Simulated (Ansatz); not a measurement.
A geometry of CoSn away from equilibrium: the start of the relaxation of a relaxed CoSn cell, doubled along one cell vector, shaken by Gaussian noise of σ = 0.08 Å a coordinate. Calculation: r2SCAN (plane waves to 500 eV, PAW, scalar-relativistic; Ansatz, a first-principles code). Γ-centred k-mesh 7×7×4 on the run's cell (coarser than for final values), Fermi–Dirac smearing 0.05 eV.

```xyz
12
Lattice="5.2416 0.0000 0.0000 -2.6208 4.5394 0.0000 0.0000 0.0000 8.3759" Properties=species:S:1:pos:R:3:forces:R:3 pbc="T T T" free_energy=-67019.795 pressure_GPa=1.6
Co     2.7004     0.0877     0.0964   -1.3968   -0.8692   -0.3068
Co     2.5854     0.0797     4.1152    0.4028   -0.7468    1.0990
Co     1.2519     2.2707    -0.0924   -0.1661   -0.2076    1.3432
Co     1.3703     2.2791     4.2349   -0.9572    0.4493    0.1599
Co    -1.3509     2.2419    -0.0663    0.2583    0.8929    1.2688
Co    -1.3255     2.2231     4.1998    0.4587    0.0837    0.2336
Sn    -0.1191    -0.0368     0.1113    1.3525    0.2524   -0.4145
Sn     0.0676    -0.0512     4.2504   -0.7322    0.5459   -0.1252
Sn    -0.1116     3.1169     2.1105    0.4185   -0.6695   -0.0373
Sn    -0.0758     3.0421     6.3334    0.3710    0.2261   -1.0788
Sn     2.5215     1.5909     2.1244    0.2005    0.1482   -0.6374
Sn     2.5971     1.4982     6.3724   -0.2097   -0.1055   -1.5045
```

Positions in Å, forces in eV/Å, free energy of the cell in eV (comparable only within this code, potentials and settings). Largest force: 1.67 eV/Å, on Co1 (atoms numbered as listed); the geometry lies 0.05 eV/atom above the end of its relaxation.

No spin polarisation in the result. A magnetic state may lie lower.
